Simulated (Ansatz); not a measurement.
Relaxation of a relaxed W cell deformed by the Cartesian strain tensor (xx, yy, zz, yz, xz, xy) = (0.049, 0.059, -0.065, -0.046, -0.058, -0.039); 1 atom in the cell, which starts as P-1 (No. 2), aP1; a = 2.526 Å, b = 2.844 Å, c = 2.886 Å, α = 117.50°, β = 104.33°, γ = 102.75°. Computed with r2SCAN (plane waves to 500 eV, PAW, scalar-relativistic; Ansatz, a program for electronic structure). Γ-centred k-mesh 15×15×14 on the run's cell (coarser than for final values), Fermi–Dirac smearing 0.05 eV. This is the first round of the run. 

The optimiser's lines from the output (shortened; P is positive under compression):

```
relax step   1: F+E_penalty+E_count = -10396.91540620 eV  Δ(F+E_penalty+E_count) = +0.000e0 eV  max|allowed force component| = 0.000e0 eV/Å  Δτ_max = 0.0000 Å  P = -2.260 GPa  Ω = 16.413 Å³  (6 SCF iters, dr2 threshold 1.00e-7 eV, accepted)
relax step   2: F+E_penalty+E_count = -10397.17879147 eV  Δ(F+E_penalty+E_count) = -2.634e-1 eV  max|allowed force component| = 0.000e0 eV/Å  Δτ_max = 0.0000 Å  P = +1.511 GPa  Ω = 15.943 Å³  (6 SCF iters, dr2 threshold 1.00e-7 eV, accepted)
relax step   3: F+E_penalty+E_count = -10397.28012212 eV  Δ(F+E_penalty+E_count) = -1.013e-1 eV  max|allowed force component| = 0.000e0 eV/Å  Δτ_max = 0.0000 Å  P = +0.704 GPa  Ω = 15.899 Å³  (6 SCF iters, dr2 threshold 1.00e-7 eV, accepted)
relax step   4: F+E_penalty+E_count = -10397.29808746 eV  Δ(F+E_penalty+E_count) = -1.797e-2 eV  max|allowed force component| = 0.000e0 eV/Å  Δτ_max = 0.0000 Å  P = +2.097 GPa  Ω = 15.807 Å³  (5 SCF iters, dr2 threshold 1.00e-7 eV, accepted)
relax step   5: F+E_penalty+E_count = -10397.29891855 eV  Δ(F+E_penalty+E_count) = -8.311e-4 eV  max|allowed force component| = 0.000e0 eV/Å  Δτ_max = 0.0000 Å  P = -0.780 GPa  Ω = 15.949 Å³  (4 SCF iters, dr2 threshold 1.00e-7 eV, accepted)
relax step   6: F+E_penalty+E_count = -10397.29903981 eV  Δ(F+E_penalty+E_count) = -1.213e-4 eV  max|allowed force component| = 0.000e0 eV/Å  Δτ_max = 0.0000 Å  P = +0.011 GPa  Ω = 15.910 Å³  (3 SCF iters, dr2 threshold 1.00e-7 eV, accepted)
relax step   7: F+E_penalty+E_count = -10397.29903958 eV  Δ(F+E_penalty+E_count) = +2.370e-7 eV  max|allowed force component| = 0.000e0 eV/Å  Δτ_max = 0.0000 Å  P = -0.002 GPa  Ω = 15.910 Å³  (3 SCF iters, dr2 threshold 1.17e-9 eV, accepted)
relax step   8: F+E_penalty+E_count = -10397.29912563 eV  Δ(F+E_penalty+E_count) = -8.606e-5 eV  max|allowed force component| = 0.000e0 eV/Å  Δτ_max = 0.0000 Å  P = -0.009 GPa  Ω = 15.910 Å³  stress off target by 3.57e-2 GPa  SCF on the basis re-selected at this cell (its energy is not comparable with the rows above)  (7 SCF iters)
relax step   9: F+E_penalty+E_count = -10397.29912632 eV  Δ(F+E_penalty+E_count) = -6.909e-7 eV  max|allowed force component| = 0.000e0 eV/Å  Δτ_max = 0.0000 Å  P = +0.000 GPa  Ω = 15.910 Å³  (3 SCF iters, dr2 threshold 3.18e-9 eV, accepted)
relax step  10: F+E_penalty+E_count = -10397.29912580 eV  Δ(F+E_penalty+E_count) = +5.282e-7 eV  max|allowed force component| = 0.000e0 eV/Å  Δτ_max = 0.0000 Å  P = +0.000 GPa  Ω = 15.910 Å³  stress off target by 2.12e-3 GPa  SCF on the basis re-selected at this cell (its energy is not comparable with the rows above)  (4 SCF iters)
```

From the first to the last row the energy changes by -0.38 eV/atom and the volume by -3.1 %. The last row is marked as not comparable with the walk above it, whose basis was carried along; it does compare with step 1, since both stand on a basis selected at the nominal cutoff for their own cell.

Later rounds, restarted from the end of this one on a renewed k-mesh, logged 9 more steps and released under 0.01 eV/atom more. The final structure after all rounds: Im-3m (No. 229), cI2, bcc (W type); a = 3.169 Å, b = 3.169 Å, c = 3.169 Å, α = 90.00°, β = 90.00°, γ = 90.00°. Between re-selections the logged energies stand on a plane-wave basis carried along with the cell. No spin polarisation in the result.

The run could not lose the symmetry of its start.
